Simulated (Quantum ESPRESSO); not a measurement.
```
CaMgH4
1.0
    4.76604    -0.16361     0.00000
   -0.16361     4.76604     0.00000
    0.00000     0.00000     3.39266
Ca Mg H
1 1 4
Direct
  0.50000   0.50000   0.50000
  0.00000   0.00000   0.00000
  0.71134   0.71134   0.00000
  0.28866   0.28866   0.00000
  0.82512   0.17488   0.50000
  0.17488   0.82512   0.50000
```
The cell was made here from a computed Materials Project entry: one of 2 Mg replaced by Ca, cell and atoms relaxed (PBE without dispersion, pw.x of a modified build of Quantum ESPRESSO, symmetry kept). The parent is MgH2 in P4₂/mnm. The swapped cell is a model, not a known phase. Stability against distortions was not tested.

A lattice sum over point charges, one formal value an element (Mg +2, H -1, Ca +2), with no Sternheimer factor, costs far less than a self-consistent run. Taken along the main axis of each site's self-consistent tensor, it gives:

```
site             V along that axis, point charges (a.u.)
---------------  ---------------------------------------
Ca (atom 1)                                       -0.003
H2 (atoms 5, 6)                                   -0.066
```

Q: How do the values of a PBE PAW density (pw.x of Quantum ESPRESSO, JTH datasets) with the all-electron reconstruction of Petrilli and co-workers compare?

A: 
```csv
site,"Vzz, PAW (a.u.)",PAW over point charges
Ca,-0.174,50
H2,-0.035,0.5
```
  Cores are frozen. Against all-electron runs on small test molecules, this scheme's |Vzz| missed by −3 to +1 % on H. Ca, Mg had no test against all-electron runs. Where η passes 0.9 the sign of Vzz means little.
